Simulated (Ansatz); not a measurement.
input.yaml (Ansatz)

```yaml
crystal:
  lattice:
    - [4.0381197304, 0.0, 0.0]
    - [-2.0190598652, 3.4971142701, 0.0]
    - [0.0, 0.0, 4.5728019649]
  atoms:
    - { symbol: Te, position: [0.3333333333, 0.6666666667, 0.25] }
    - { symbol: Te, position: [0.6666666667, 0.3333333333, 0.75] }
hamiltonian:
  xc: lda
  pseudopotentials:
    kind: paw
    azcp:
      Te: "pseudopotentials/Te.paw.azcp"
basis:
  ecutwfc: 420
  fft_grid_basis: typed
kpoints:
  mp_grid: { grid: [11, 11, 8], shift: [0, 0, 0] }
magnetization:
  spin_polarized: false
scf:
  occupations: { method: fermi_dirac, width: 0.1 }
  lower_state_search: "off"
output:
  stress: true
  write_density: true
  write_potential: true
  elf: true
  volumetric_format: npy
```

Output

```
Warning: the record states the generating functional pbe (its physics header spells it `PBE`), which answers neither for hamiltonian.xc's functional nor for the lda family's — results may be inconsistent (PPs are generated against a specific XC)
Engine: ansatz 0.2.0, aarch64-unknown-linux-gnu
Pseudopotentials: kind: paw
Pseudopotential: Te, paw, valence charge 16, recommended cutoff 420 eV (normal) 
Functional definition: SPW92
  exchange = slater_x
  correlation = pw_c
Crystal: 2 atoms, lattice volume = 64.576 Å³
Basis set: ecut = 420 eV, 1287 PW (Γ)
Bands: 20, of which v1, the nominal top of the filled ones, is band 16 counted from 1 (15 counted from 0)
Symmetry: 24 space group operations
Space group: P63/mmc (ITA 194), of the structure as read, at distance tolerance 4.0e-5 Å
k-points: 80 of 968
Non-local potential: Te, projectors of the file, l = 0: 2, l = 1: 2, l = 2: 2, l = 3: 2
PAW form: soft (Blöchl's): semilocal exchange-correlation on the pseudo side does not see the compensation charge
PAW frozen core: Te, regenerated for the run's functional, and the local potential with it (the file was generated under x = pbe(κ = 0.804, μ = 0.2195149727645171), c = pbe(β = 0.06672455060314922))
PAW one-centre angular grid: Te, 590 points (default); XC on 64 Gauss nodes
Initial density: superposition of atomic densities (neutral atoms: chi_scale 0, normalization atom), corrected by the library's trained network
Initial wavefunctions: pseudopotential atomic-orbital guess
Functional: x = slater, c = lda
SCF iter   1: F=—  HF=-13654.026288 eV  |F-HF|=—  |Δ(HF+E_count)|=         —  Δρ=4.63e-3  dr2=5.42e-3  ethr=1.77e-3  ⟨swp⟩=5.8  Hψ=7895  notcnv=0
SCF iter   2: F=—  HF=-13654.023335 eV  |F-HF|=—  |Δ(HF+E_count)|=   2.95e-3  Δρ=2.60e-3  dr2=1.86e-3  ethr=1.69e-5  ⟨swp⟩=2.0  Hψ=2436  notcnv=0
SCF iter   3: F=—  HF=-13654.023066 eV  |F-HF|=—  |Δ(HF+E_count)|=   2.68e-4  Δρ=3.83e-4  dr2=1.16e-4  ethr=5.82e-6  ⟨swp⟩=2.1  Hψ=2493  notcnv=0
SCF iter   4: F=—  HF=-13654.023027 eV  |F-HF|=—  |Δ(HF+E_count)|=   3.92e-5  Δρ=1.70e-4  dr2=9.03e-6  ethr=3.64e-7  ⟨swp⟩=2.0  Hψ=2890  notcnv=0
SCF iter   5: F=—  HF=-13654.023009 eV  |F-HF|=—  |Δ(HF+E_count)|=   1.86e-5  Δρ=4.51e-5  dr2=9.29e-7  ethr=2.82e-8  ⟨swp⟩=2.0  Hψ=2887  notcnv=0
SCF iter   6: F=-13654.023008 eV  HF=-13654.023008 eV  |F-HF|=4.58e-8  |Δ(HF+E_count)|=   9.01e-7  Δρ=1.03e-5  dr2=7.94e-8  ethr=3.13e-10  ⟨swp⟩=8.6  Hψ=12211  notcnv=0
SCF 1 converged in 6 iterations: F = -13654.023008 eV  dr2 = 7.94e-8
SCF converged after 6 iterations
Free energy (F): -13654.023008 eV
Harris-Foulkes:  -13654.023008 eV  (|F-HF|=4.58e-8)
Internal energy: -13653.981410 eV  (E = F + TS)
E sigma→0 (E₀):  -13654.002209 eV
Entropy (-TS):   -0.041598 eV (-20.799 meV/atom)
Fermi energy:    9.015108 eV
--- Per-component energies (eV) ---
  E_band       = -518.292170
  E_kinetic    = 361.053530
  E_local      = -2375.449197  (includes V_loc(G=0)·N_el)
  E_nonlocal   = -610.256052
  E_hartree    = 1539.211762
  E_xc         = -246.644572
  E_vxc        = -208.261624  (∫ρ·V_xc dr)
  E_paw        = -9019.143742  (= ΣΔE_a)
  E_vpaw       = -763.791422  (= ΣTr[D̂ρ^β])
  E_aug_tail   = -0.000415  (compensation charges beyond the density's cutoff)
  E_ewald      = -3304.110047
  E_core_change = 1.357322  (= ΣΔE_core)
  E_smearing   = -0.041598  (= −TS)
  E_closure    = 0.000000  (closes the sum)
  Σ components = -13654.023008   (vs F -13654.023008, Δ=0.00e0)
--- Stress (GPa, compression-positive) ---
       -4.128641      -0.000000       0.000000
       -0.000000      -4.128641       0.000000
        0.000000       0.000000      -7.959261
  P = ⅓ Tr σ = -5.4055 GPa (-54.055 kbar)
--- Band table (eV; the first three rows and the last of 80) ---
  k-point 0: bands = ["-28.1014", "-28.0914", "-28.0914", "-28.0821", "-28.0461", "-28.0461", "-28.0168", "-28.0168", "-28.0154", "-28.0154", "-4.3856", "0.0640", "4.5355", "7.5730", "7.5730", "10.0194", "10.0194", "12.1681", "12.5304", "14.9983"]
  k-point 1: bands = ["-28.1006", "-28.0904", "-28.0904", "-28.0828", "-28.0493", "-28.0493", "-28.0152", "-28.0152", "-28.0148", "-28.0148", "-4.2853", "-0.3075", "4.9665", "7.6612", "7.6612", "9.9439", "9.9439", "11.7241", "12.7815", "15.1697"]
  k-point 2: bands = ["-28.0983", "-28.0872", "-28.0872", "-28.0846", "-28.0570", "-28.0570", "-28.0132", "-28.0132", "-28.0124", "-28.0124", "-3.9864", "-1.1214", "5.9513", "7.9179", "7.9179", "9.7044", "9.7044", "10.7226", "13.5306", "15.5509"]
  k-point 79: bands = ["-28.0934", "-28.0934", "-28.0710", "-28.0710", "-28.0658", "-28.0658", "-28.0144", "-28.0144", "-28.0125", "-28.0125", "-1.7325", "-1.7325", "4.0403", "4.0403", "6.1363", "6.1363", "11.8221", "11.8221", "17.0528", "17.0528"]
```
